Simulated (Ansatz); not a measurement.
## Calculated with Ansatz: LaSi₂Os₂, settings compared

The input file (Ansatz 0.2.0, plane waves):

```yaml
crystal:
  lattice:
    - [0.0, 4.187032, 0.0]
    - [4.187032, 0.0, 0.0]
    - [2.093516, 2.093516, -5.015515]
  atoms:
    - { symbol: Os, position: [0.75, 0.25, 0.5] }
    - { symbol: Os, position: [0.25, 0.75, 0.5] }
    - { symbol: Si, position: [0.375, 0.375, 0.25] }
    - { symbol: Si, position: [0.625, 0.625, 0.75] }
    - { symbol: La, position: [0.0, 0.0, 0.0] }
  symmetry: { tolerance: 0.0003 }
kpoints:
  mp_grid: { grid: [5, 5, 5], shift: [0, 0, 0] }
magnetization:
  spin_polarized: false
scf:
  occupations: { method: fermi_dirac, width: 0.1384 }
hamiltonian:
  pseudopotentials: { kind: paw }
  xc: r2scan
basis:
  ecutwfc: 500
output:
  forces: true
  stress: true
  eigenvalues: true
```

The command:

```bash
ansatz run input.yaml --threads 1 --pin off --max-ram 2560MiB --backend cpu --events-out ev --progress --plain --runs-dir out
```

Origin of the cell: a database entry, scaled a little.

Output of this run (shortened):

```
band count auto-derived: 32 (N_el = 51.0; filled up to band 26; 31 by the electrons, moments and atoms)
Pseudopotentials: kind: paw
Pseudopotential: Os, paw, valence charge 16, recommended cutoff 500 eV (meta_gga), Os.paw.azcp
Pseudopotential: Si, paw, valence charge 4, recommended cutoff 500 eV (meta_gga), Si.paw.azcp
Pseudopotential: La, paw, valence charge 11, recommended cutoff 500 eV (meta_gga), La.paw.azcp
Functional definition: r2SCAN
  exchange = r2scan_x(k0 = k0, k1 = k1, a1 = a1)
  correlation = r2scan_c
Crystal: 5 atoms, lattice volume = 87.928 Å³
Basis set: ecut = 500 eV, 2243 PW (Γ), exchange–correlation on 128×128×180 points (64 copies of the dense FFT grid, shifted against one another)
Bands: 32, of which v1, the nominal top of the filled ones, is band 26 counted from 1 (25 counted from 0)
[… 12 lines left out …]
Initial density: superposition of atomic densities (neutral atoms: chi_scale 0, normalization atom), corrected by the library's trained network
Functional: x = r2scan, c = r2scan; τ floored in thin density (d = 2e-4 eV/Å³)
SCF iter   1: F=—  HF=-30341.716326 eV  Δρ=1.62e-2  dr2=5.65e-1  dr2_τ=1.22e-1
SCF iter   2: F=—  HF=-30341.754888 eV  Δρ=5.12e-3  dr2=4.13e-2  dr2_τ=1.99e-2
SCF iter   3: F=—  HF=-30341.756631 eV  Δρ=2.66e-3  dr2=1.27e-2  dr2_τ=4.61e-4
SCF iter   4: F=—  HF=-30341.755392 eV  Δρ=6.55e-4  dr2=3.70e-4  dr2_τ=2.88e-5
SCF iter   5: F=—  HF=-30341.755434 eV  Δρ=2.02e-4  dr2=1.14e-4  dr2_τ=4.82e-6
SCF iter   6: F=—  HF=-30341.755431 eV  Δρ=6.59e-5  dr2=9.01e-6  dr2_τ=4.92e-7
SCF iter   7: F=—  HF=-30341.755433 eV  Δρ=2.06e-5  dr2=8.12e-7  dr2_τ=6.98e-9
SCF iter   8: F=-30341.755433 eV  HF=-30341.755433 eV  Δρ=4.04e-6  dr2=2.83e-8  dr2_τ=4.15e-10
SCF 1 converged in 8 iterations: F = -30341.755433 eV  dr2 = 2.83e-8
SCF converged after 8 iterations
Free energy (F): -30341.755433 eV
Harris-Foulkes:  -30341.755433 eV  (|F-HF|=5.17e-9)
Internal energy: -30341.581056 eV  (E = F + TS)
E sigma→0 (E₀):  -30341.668245 eV
Entropy (-TS):   -0.174377 eV (-34.875 meV/atom)
Fermi energy:    15.800761 eV
--- Per-component energies (eV) ---
  E_band       = -363.689434
  E_kinetic    = 1410.818277
  E_local      = -3402.550576  (includes V_loc(G=0)·N_el)
  E_nonlocal   = 139.974971
  E_hartree    = 1418.001030
  E_xc         = -745.309060
  E_vxc        = -894.748960  (∫ρ·V_xc dr)
  E_paw        = -24555.627994  (= ΣΔE_a)
  E_vpaw       = -502.667140  (= ΣTr[D̂ρ^β])
  E_aug_tail   = -0.000294  (compensation charges beyond the density's cutoff)
  E_vtau       = 49.479434  (kinetic-family band-sum trace: ∫τ·v_τ [+ j·A + Jᵃ·Aᵃ] dr)
  E_ewald      = -4606.033031
  E_core_change = -0.854379  (= ΣΔE_core)
  E_smearing   = -0.174377  (= −TS)
  Σ components = -30341.755433   (vs F -30341.755433, Δ=0.00e0)
--- Forces (eV/Å), atoms counted from 1 ---
  atom   1  Os     0.000000     0.000000    -0.000000
  atom   2  Os     0.000000     0.000000     0.000000
  atom   3  Si     0.000000     0.000000    -1.588063
  atom   4  Si     0.000000     0.000000     1.588063
  atom   5  La    -0.000000    -0.000000     0.000000
  max |Σ_I F_I| component: 2.22e-16 eV/Å
--- Stress (GPa, compression-positive) ---
       -0.312466       0.000000       0.000000
        0.000000      -0.312466       0.000000
        0.000000       0.000000      -1.658436
  P = ⅓ Tr σ = -0.7611 GPa (-7.611 kbar)
```

The same input was run again with these changes:

1. `scf.n_extra_bands` default → 2; `magnetization` { spin_polarized: false } → { spin_polarized: true } (starts: small); typed moments: Os1 0.2, Os2 0.2, Si3 0.2, Si4 0.2, La5 0.2
2. `magnetization` { spin_polarized: false } → { spin_polarized: true } (starts: ferro); `scf.initial_density.chi_scale` default → 0.3; typed moments: Os1 3, Os2 2, Si3 3, Si4 3, La5 3
3. `basis.xc_grid` default → 3; `hamiltonian.hubbard` default → { sites: [{ species: Os, l: d, u_eff: 6.0 }], double_counting: fll }

| run | end | SCF iterations | P (GPa) | max force component (eV/Å) | moment (μB) | ΔE(σ→0) (meV/atom) |
| --- | --- | --- | --- | --- | --- | --- |
| base | converged | 8 | -0.76 | 1.588 | – | 0 |
| 1 | converged | 18 | -0.76 | 1.588 | 0.00 | 0.00 |
| 2 | converged | 20 | -0.76 | 1.588 | 0.00 | 0.00 |
| 3 | converged | 10 | -1.50 | 2.317 | – | – |

Energies are compared only where functional, datasets, charge and starting cell are the same.

Caveats of the base run: no moments, though an odd count or open d shells may carry them; no spin-orbit coupling, though heavy elements are present; the k mesh is coarse if the cell is a metal.

Run 1: a starting moment was lost.
Run 2: a starting moment was lost; typed moments were cut to what the open shells hold.

The base run took 12 s on 1 thread of AMD EPYC 7R43 64-Core Processor (Zen 3), with other jobs on the host, peak memory 0.64 GiB, from the program's own first density.
